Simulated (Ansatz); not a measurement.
According to the program Ansatz at the PBE level (PAW), MoPt in the rock salt structure (Fm-3m) relaxes to a = 5.244 Å. Pt has 6 nearest neighbours from 2.62 Å (octahedral); Mo has 6 nearest neighbours from 2.62 Å (octahedral). Against the elements it lies at 0.71 eV/atom, with no fitted shifts.

Electronic character: metallic (no gap). Gap from PBE with spin–orbit coupling: none (metallic).

An equation-of-state fit gives a bulk modulus of 197 GPa.

The start of the workflow was typed in or built on a structure type; neither database checked (COD, Materials Project) lists it. Its standing as an ambient phase is unchecked. Symmetry was held in the PBE relaxation; its stability against distortions is not shown here. No spin polarisation was allowed. The volume moved by 18 % from the start of the relaxation. Its formation energy is positive at this level, so the cell may be metastable or incomplete. The references are the lowest solids computed at this level, not always the standard phases. Scalar-relativistic: spin–orbit coupling is off unless named, which matters more the heavier the elements.

Potentials: the earlier of the program's two PAW sets.
